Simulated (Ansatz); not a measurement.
Input and command of a plane-wave DFT calculation in Ansatz:

```yaml
crystal:
  lattice:
    - [3.1877751902, 2.9e-09, 0.0]
    - [-1.5938875976, 2.7606942948, 0.0]
    - [0.0, 0.0, 14.8712872264]
  atoms:
    - { symbol: W, position: [0.3333333333, 0.6666666667, 0.25] }
    - { symbol: W, position: [0.6666666667, 0.3333333333, 0.75] }
    - { symbol: S, position: [0.3333333333, 0.6666666667, 0.6443541682] }
    - { symbol: S, position: [0.6666666667, 0.3333333333, 0.1443541682] }
    - { symbol: S, position: [0.3333333333, 0.6666666667, 0.8556458318] }
    - { symbol: S, position: [0.6666666667, 0.3333333333, 0.3556458318] }
basis:
  ecutwfc: 420
kpoints:
  mp_grid: { grid: [12, 12, 2] }
hamiltonian:
  xc: pbe
scf:
  occupations: { method: gaussian, width: 0.02 }
output:
  forces: true
  stress: true
  eigenvalues: true
  write_density: true
  write_potential: true
  elf: true
  volumetric_format: npy
relax:
  adjacent_minimum: "off"
  f_tol: 0.005
  max_steps: 80
  cell: { stress_tol: 0.05 }
```

```bash
ansatz run input.yaml --threads 8 --pin off --max-ram 20480MiB --backend cpu --events-out ev --progress --plain --runs-dir out
```

Processor: Intel(R) Xeon(R) Platinum 8259CL CPU @ 2.50GHz (Skylake/Cascade Lake), 8 threads, on a host shared with other jobs.

Estimate time, memory and problem size.

About 3.2 s on 8 threads of Intel(R) Xeon(R) Platinum 8259CL CPU @ 2.50GHz (Skylake/Cascade Lake), with other jobs on the host, peak memory 0.69 GiB. It solves 32 bands at 38 k points (the mesh reduced by the symmetry that the task leaves, which can be less than the crystal's) with about 2593 plane waves (on the last cell), in 13 SCF iterations over 2 ionic steps.
